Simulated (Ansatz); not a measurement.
# Relaxing a structure of Sn

The start is a generated trial cell of Sn in the beta-Sn structure type. A full variable-cell relaxation at zero pressure is run with PBE (plane waves to 420 eV, PAW, scalar-relativistic; Ansatz, a quantum-chemistry and plane-wave program). The first steps use a coarse 12×12×12 k-mesh.

The start:
```yaml
crystal:
  lattice:
    - [-2.91590, 2.91590, 1.59095]
    - [2.91590, -2.91590, 1.59095]
    - [2.91590, 2.91590, -1.59095]
  atoms:
    - { symbol: Sn, position: [0.75000, 0.25000, 0.50000] }
    - { symbol: Sn, position: [0.00000, 0.00000, 0.00000] }
```

### Question
How does the volume per atom move from start to end?

### Answer
+5.0 %, from 27.05 to 28.42 Å³/atom.

### Question
How do the shortest distances between atoms change?

### Answer
The closest pairs of elements (up to four, under 3.6 Å), start → end: Sn–Sn 3.02 → 3.08 Å.

### Question
What band gap does the relaxed structure have at this level?

### Answer
No gap (metallic).

### Question
What does it relax into? Give the structure.

### Answer

Space group I4₁/amd, origin choice 1 (No. 141); a = b = 5.948 Å, c = 3.213 Å, α = β = γ = 90.00°

```
atom  site  symmetry       x       y       z
----  ----  --------  ------  ------  ------
Sn      4a      -4m2  0.0000  0.0000  0.0000
```
(The calculation used a cell of 2 atoms; values per cell refer to that cell.)

The space group stays I4₁/amd (No. 141) (the run could not lower it); the end is AFLOW prototype A_tI4_141_a (A5, as in Sn), with 2 atoms in the primitive cell. Final values are on a 16×16×16 k-mesh of the relaxed cell. No spin polarisation in the result.

The run could not lose the symmetry of its start; a randomly shaken copy of 2 atoms returns to this structure.

All atoms sit on sites fixed by symmetry, so only the cell could relax.
